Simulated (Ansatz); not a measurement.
All numbers below come from DFT PBE, scalar-relativistic, plane waves, PAW (Ansatz 0.2.0). All cells share a 420 eV cutoff and Γ-centred k meshes spaced at most about 0.3 Å⁻¹ (about 0.25 or finer for metals, 2π included). No spin polarisation in the final relaxations.

All energies are static (0 K, no zero-point motion). All come from trial cells, and lower structures may exist.

Question: Which of these relaxed structures of Sn2TeS is the lowest in energy?
A. Space group P6_3mc (No. 186), hexagonal, a = 4.268 Å, c = 15.498 Å. Sn on its first site has 3 Te at 3.01 Å, 3 S at 3.39 Å and 1 Sn at 3.60 Å; Sn on its second site is surrounded by 3 S at 2.77 Å, 3 Te at 3.45 Å and 1 Sn at 3.60 Å; Te is surrounded by 3 Sn at 3.01 Å and 3 Sn at 3.45 Å; S has 3 Sn at 2.77 Å and 3 Sn at 3.39 Å.
B. Space group P6_3/mmc (No. 194), hexagonal, a = 4.286 Å, c = 14.692 Å. Sn is surrounded by 3 S at 3.00 Å, 3 Te at 3.17 Å and 1 Sn at 3.39 Å; Te has 6 Sn at 3.17 Å; S has 6 Sn at 3.00 Å.

Answer: A. It has space group P6_3mc (No. 186); the next, B, with space group P6_3/mmc (No. 194), lies 20 meV/atom higher. Counting S or Te atoms around Sn (for each partner element, those within 1.25 times its shortest distance or 1.15 times the sum of covalent radii, where it is the nearest in units of that sum or under 1.3; a slash parts the counts of unlike sites), the lowest has Sn 3/6 and the next has Sn 6.

Spin–orbit coupling, which can matter for Te, is left out. Cells relaxed within their symmetry can be saddle points. The P6_3mc cell of Sn2TeS came from shaking the P6_3/mmc one. Some types were kept out of the candidates beforehand, so the set may lack a known form.
